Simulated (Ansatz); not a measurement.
Calculated field gradients at the nuclei for Ca5Ge2N6

The cell is a Materials Project structure (computed, not necessarily an observed phase), taken as it stands.

Space group C2/c (No. 15); a = 10.2857, b = 6.0235, c = 13.1092 Å, β = 98.99°.

```csv
site,Wyckoff,site symmetry,x,y,z
Ca1,8f,1,0.5785,0.2490,0.5073
Ca5,8f,1,0.1505,0.9094,0.2150
Ca9,4e,2,0.5000,0.8793,0.2500
Ge,8f,1,0.7809,0.1283,0.0808
N15,8f,1,0.9512,0.0440,0.1295
N19,8f,1,0.6541,0.0281,0.1575
N23,8f,1,0.2692,0.9554,0.0624
```

One atom of each set is listed; the run and its k-mesh use a cell of 26 atoms with edges of 5.96, 5.96, 13.11 Å.

Level of theory: DFT, r2SCAN, plane waves and PAW, scalar-relativistic, 500 eV cutoff, Γ-centred 6×6×3 k-points, Fermi–Dirac smearing 0.02 eV (Ansatz 0.2.0).

Conventions: |V_zz| ≥ |V_yy| ≥ |V_xx|, η = (V_xx − V_yy)/V_zz, C_Q = eQV_zz/h.

⁴³Ca: I = 7/2, Q = -40.80 mb; Ge-73: I = 9/2, Q = -196.0 mb; N-14: I = 1, Q = 20.44 mb. Quadrupole moments are those of Pyykkö's year-2017 table.

```json
{"site": "Ca1", "atoms": "4", "first shell": "5 N at 2.51–2.66 Å", "V_zz (10²¹ V/m²)": "5.02", "η": "0.31", "C_Q (MHz)": "-4.96"}
{"site": "Ca5", "atoms": "4", "first shell": "5 N at 2.32–2.56 Å", "V_zz (10²¹ V/m²)": "4.31", "η": "0.22", "C_Q (MHz)": "-4.25"}
{"site": "Ca9", "atoms": "2", "first shell": "4 N at 2.32–2.56 Å; also 2 N at 3.17 Å", "V_zz (10²¹ V/m²)": "-5.48", "η": "0.72", "C_Q (MHz)": "5.41"}
{"site": "Ge", "atoms": "4", "first shell": "4 N at 1.84–1.99 Å", "V_zz (10²¹ V/m²)": "7.36", "η": "0.95", "C_Q (MHz)": "-34.9"}
{"site": "N15", "atoms": "4", "first shell": "1 Ge at 1.84 Å, 1 Ca at 2.32 Å; also 4 Ca at 2.51–2.56 Å", "V_zz (10²¹ V/m²)": "3.62", "η": "0.32", "C_Q (MHz)": "1.79"}
{"site": "N19", "atoms": "4", "first shell": "1 Ge at 1.87 Å, 4 Ca at 2.32–2.61 Å", "V_zz (10²¹ V/m²)": "3.28", "η": "0.15", "C_Q (MHz)": "1.62"}
{"site": "N23", "atoms": "4", "first shell": "2 Ge at 1.93–1.99 Å, angle 82°; also 4 Ca at 2.52–3.17 Å", "V_zz (10²¹ V/m²)": "-4.56", "η": "0.31", "C_Q (MHz)": "-2.26"}
```

At N15 V_zz points along the shorter of its two bonds, to Ge (within 8°). At N19 V_zz points along its shortest bond, to Ge (within 7°). At N23 V_zz stands upright on the plane of its two bonds (within 4°).

The largest force is 0.4 eV/Å, so the atoms aren't at the calculated equilibrium and relaxing them would move these values. Where η is near 1 the sign of V_zz means little.

Hardware: 1 thread of Intel Xeon 6975P-C (Granite Rapids) (x86_64; 48 cores open to the job, memory cap 2.5 GiB, no GPU), a shared host with a load of 0.4 a core. Wall time 2.8 min, CPU time 2.8 min, peak memory 2.2 GiB.
